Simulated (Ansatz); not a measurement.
GaAs:
Space group P4₂/mnm (No. 136); a = b = 6.9216 Å, c = 4.0096 Å, α = β = γ = 90.00°

```tsv
atom	site	symmetry	x	y	z
Ga	4g	m.2m	0.1756	0.1756	0.5000
As	4f	m.2m	0.3172	0.3172	0.0000
```

Relaxed with r²SCAN. DFT-r²SCAN in the program Ansatz with PAW potentials gives a gap of 1.00 eV.

What gap does HSE06 give on the same cell (Ansatz, PAW)?

1.34 eV, 0.34 eV more. The hybrid was solved on a coarser mesh and at special points; its gap is the smallest among all of these.

| k | v1 r²SCAN | c1 r²SCAN | v1 HSE06 | c1 HSE06 |
|---|---|---|---|---|
| Γ | 0.00 | 1.02 | (withheld) | (withheld) |
| Z | -2.21 | 2.62 | (withheld) | (withheld) |
| M | -1.33 | 2.15 | -1.42 | 2.55 |
| A | -1.65 | 1.00 | -1.74 | 1.34 |
| R | -1.25 | 2.01 | (withheld) | (withheld) |
| X | -0.74 | 2.09 | (withheld) | (withheld) |

Top valence (v1) and lowest conduction level (c1) in eV from each method's valence maximum (which need not be a listed point): supply the withheld HSE06 values.


- R, v1 HSE06: -1.32
- R, c1 HSE06: 2.36
- Γ, v1 HSE06: 0.00
- Γ, c1 HSE06: 1.40
- Z, v1 HSE06: -2.34
- Z, c1 HSE06: 2.97
- X, v1 HSE06: -0.81
- X, c1 HSE06: 2.47

Cost on shared cores: the r²SCAN run (SCF on a 4×4×7 mesh, then bands and DOS) roughly 4 core-minutes, the HSE06 run (SCF on 3×3×4, then a few points) roughly 11 core-minutes; the tasks are unlike.

Space group P4_2/mnm. The start of the workflow was typed in or built on a structure type; neither database checked (COD, Materials Project) lists it. It is not the phase usual at ambient conditions (space group No. 216). Symmetry was held in the r²SCAN relaxation; its stability against distortions is not shown here. The volume moved by 17 % from the start of the relaxation. Scalar-relativistic: spin–orbit coupling is off unless named, which matters more the heavier the elements.

Potentials: the later of the program's two PAW sets.
